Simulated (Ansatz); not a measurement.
**La (P6_3/mmc)**

Theory: DFT PBE, scalar-relativistic, plane waves, PAW (Ansatz 0.2.0).

Cutoff 420 eV; k points 12×12×2 on the computed 6-atom cell (Γ-centred); Gaussian smearing, width 0.10 eV; no spin polarisation.

The structure is relaxed at this level of theory with its symmetry kept, and needn't be the ground state of this composition.

Space group P6_3/mmc (No. 194). a = 3.746 Å, b = 3.746 Å, c = 18.241 Å, α = 90.00°, β = 90.00°, γ = 120.00°
| atom | site | symmetry | x | y | z |
| --- | --- | --- | --- | --- | --- |
| La | 4f | 3m. | 0.6667 | 0.3333 | 0.9180 |
| La | 2b | -6m2 | 0.0000 | 0.0000 | 0.2500 |

| Property | Result |
| --- | --- |
| Space group | P6_3/mmc (No. 194) |
| Volume per atom | 249.3 bohr³ |
| Energy over the standard state (uncorrected) | +0.002 eV/atom |
| Kohn–Sham band gap | none (metal) |
| Density of states at the Fermi level | 14.9 states/eV per cell |
| Orbital (Löwdin) character within 0.5 eV of the Fermi level | La 5d 78 %, La 4f 13 % |
| Bader charge by site (e) | La (4 in the cell) 0.02, La (2 in the cell) -0.05 |

Spin-orbit coupling is left out, which matters for the bands of heavy elements.

The cell was found from a structure generator's guess, not taken from experiment. Löwdin shares on free-atom orbitals overweight diffuse shells.
